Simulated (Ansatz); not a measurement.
Cu3Pd (Cu3Au type)

Space group Pm-3m (No. 221); a = b = c = 3.6547 Å, α = β = γ = 90.00°

| atom | site | symmetry | x | y | z |
|---|---|---|---|---|---|
| Cu | 3c | 4/mm.m | 0.0000 | 0.5000 | 0.5000 |
| Pd | 1a | m-3m | 0.0000 | 0.0000 | 0.0000 |

The volume is varied about the relaxed value V₀ at fixed cell shape. Symmetry pins the atoms to their sites.

Calculation: PBEsol (plane waves to 420 eV, PAW, scalar-relativistic; Ansatz, an electronic-structure program). k mesh 13×13×13 (Γ-centred), Fermi-Dirac smearing 0.05 eV. The energy includes the smearing's −TS. Cu3Pd is run without spin polarisation. Cu3Pd was relaxed with its symmetry unable to fall. ΔE is measured from the relaxed starting cell. The last digit holds for this mesh only.

| V (Å³/atom) | ΔE (meV/atom) |
|---|---|
| 11.471 | 27.5 |
| 11.654 | 15.0 |
| 11.837 | 6.4 |
| 12.020 | 1.6 |
| 12.203 | 0.0 |
| 12.386 | 1.5 |
| 12.570 | 5.7 |
| 12.753 | 12.5 |
| 12.936 | 21.5 |

Task: What is the fitted pressure derivative B₀′?

Result: 5.1.

Task: What bulk modulus B₀ follows from a third-order Birch-Murnaghan fit?

Result: 177 GPa.

(Under strain, the slope of the energy per volume gives the stress and its curvature an elastic modulus.)
